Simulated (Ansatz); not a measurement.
Input:

LuB2Os3:
```cif
data_B2LuOs3
_chemical_formula_sum 'B2 Os3 Lu1'
_space_group_name_H-M_alt 'P 1'
_space_group_IT_number 1
_cell_length_a 5.49103
_cell_length_b 5.49103
_cell_length_c 3.01082
_cell_angle_alpha 90.000
_cell_angle_beta 90.000
_cell_angle_gamma 120.000
loop_
_space_group_symop_operation_xyz
  'x, y, z'
loop_
_atom_site_label
_atom_site_type_symbol
_atom_site_fract_x
_atom_site_fract_y
_atom_site_fract_z
_atom_site_occupancy
B1 B 0.33333 0.66667 0.00000 1
B2 B 0.66667 0.33333 0.00000 1
Os1 Os 0.50000 0.00000 0.50000 1
Os2 Os 0.50000 0.50000 0.50000 1
Os3 Os 0.00000 0.50000 0.50000 1
Lu1 Lu 0.00000 0.00000 0.00000 1
```

This is the r²SCAN-relaxed structure.

Task: All from the program Ansatz at the r²SCAN level (PAW), unless another level is named. Estimate the electronic character.

Result: metallic (no gap).

Task: Give the density of states at the Fermi level.

Result: 0.41 states/eV per atom (mean over ±0.08 eV).

Task: Next, the formation energy from the elements (no fitted shifts)?

Result: -0.37 eV/atom.

Task: What about the gap with spin–orbit coupling?

Result: none (metallic).

Space group P6/mmm. The workflow started from an entry of the Crystallography Open Database (COD). Whether it is the stable phase at ambient conditions was not checked. The r²SCAN relaxation kept the symmetry of its start; whether a distortion lowers the energy is not shown. The run is not spin-polarised. The references are the lowest solids computed at this level, not always the standard phases. Scalar-relativistic: spin–orbit coupling is off unless named, which matters more the heavier the elements.

Potentials: the later of the program's two PAW sets.
